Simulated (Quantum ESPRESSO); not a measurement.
In2AlGaP4, a curve over strain

A calculation, not a measurement. The program is pw.x of Quantum ESPRESSO 7.5 (plane-wave density functional theory). The cell is made up: 8 atoms on a zincblende/diamond lattice, with randomly drawn elements, strain and displacements, not relaxed. PseudoDojo standard norm-conserving files (v0.5 for PBE, v0.4.1 for LDA and PBEsol) set the functional; there is no spin polarisation, spin-orbit coupling or dispersion term, and the masses in the input are unused placeholders.

Seven runs add a strain to one cell (along z); the atoms follow the cell and are not relaxed. Stress in the table is positive in tension.

Input of the run at -0.0042:

```
&control calculation='scf', pseudo_dir='./dojo.nc.sr.pbe.v0_5.standard.upf', outdir='./o', disk_io='low', tprnfor=.true., tstress=.true. /
&system ibrav=0, nat=8, ntyp=4, nbnd=37, ecutwfc=79.96652505, nosym=.true., tot_charge=0,
 occupations='smearing', smearing='fd', degauss=0.0018374661
/
&electrons conv_thr=7.350e-09, electron_maxstep=60, /
ATOMIC_SPECIES
Al 1.0 Al.upf
Ga 1.0 Ga.upf
In 1.0 In.upf
P 1.0 P.upf
CELL_PARAMETERS angstrom
5.6111 0.0 0.0
0.0 5.6111 0.0
0.0 0.0 5.5875
ATOMIC_POSITIONS angstrom
In -0.0263 0.1229 -0.0661
Al 0.0245 2.8425 2.6104
Ga 2.7782 0.1475 2.6092
In 2.8736 2.7398 -0.0297
P 1.4491 1.4486 1.3386
P 1.4605 4.0413 4.2443
P 4.1032 1.3682 4.2072
P 4.2932 4.1651 1.2968
K_POINTS automatic
4 4 4 1 1 1
```

```
added strain  free energy less that of the input shown (eV)  stress xx (GPa)  stress yy (GPa)  stress zz (GPa)  stress xy (GPa)  pressure (GPa)  iterations
     -0.0237                                         0.2124           -11.44           -10.54           -11.13             2.98           11.04          10
     -0.0209                                         0.1783           -11.16           -10.27           -10.76             2.94           10.73          10
     -0.0042                                         0.0000            -9.59            -8.78            -8.61             2.67            8.99          10
     +0.0074                                        -0.1010            -8.59            -7.82            -7.15             2.48            7.86          10
     +0.0110                                        -0.1285            -8.29            -7.54            -6.71             2.43            7.51          10
     +0.0202                                        -0.1913            -7.56            -6.85            -5.58             2.29            6.67          10
```

Question: one run is left out of the table, at +0.0142. Estimate its stress zz (GPa).

Answer: -6.31. The whole row:

| added strain | free energy less that of the input shown (eV) | stress xx (GPa) | stress yy (GPa) | stress zz (GPa) | stress xy (GPa) | pressure (GPa) | iterations |
| --- | --- | --- | --- | --- | --- | --- | --- |
| +0.0142 | -0.1519 | -8.03 | -7.30 | -6.31 | 2.38 | 7.21 | 10 |

A cubic fit gives a slope of stress zz against the added strain of 126 GPa at zero added strain, with the atoms clamped. Across the table the free energy follows the integral of the stress to within 1.0 meV. A rerun of one of the cells at 1377 eV and a 6 x 6 x 6 mesh moved values by no more than 0.008 eV in energy, 0.02 GPa in stress and 0.002 eV/Å in force.